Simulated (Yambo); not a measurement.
G0W0@PBEsol for K$_{3}$RhF$_{6}$ (space group Fm-3m, No. 225) in Yambo. Reference settings: 2×2×2 Γ-centred k mesh, bands 5 to 328 and a 8 Ry block in the screening, 328 bands in G with the Bruneval-Gonze terminator, plasmon pole fitted at 27.2 eV. The PBEsol gap X → X on this mesh is 2.11 eV; G0W0 gaps are taken between the same points.

```tsv
change from the reference	G0W0 gap X → X (eV)	shift of the valence edge (eV)
reference settings	5.98	-1.62
1 Ry block	7.40	-2.49
pole fitted at 40 eV	6.09	-1.70
127 bands in G, no terminator	…	-0.92
157 bands in W	6.06	-1.53
127 bands in G	6.02	-1.62
212 bands in W, 212 bands in G	6.02	-1.58
212 bands in G, no terminator	6.00	-1.21
```

**Question.** Estimate the withheld gaps from the other rows; the computed values follow.

**Answer.** 
- 127 bands in G, no terminator, G0W0 gap X → X (eV): 6.11

The reference isn't shown to be the converged limit.

Spin-orbit coupling is not included.

Geometry of the Materials Project entry, not relaxed at this level; primitive cell a = 6.2375 Å, b = 6.2375 Å, c = 6.2375 Å, α = 60.00°, β = 60.00°, γ = 60.00°.

The structure is a Materials Project entry; no match was found in the copy of COD used, and its stability was not checked.

A shift is the quasiparticle energy of the state minus its PBEsol energy.
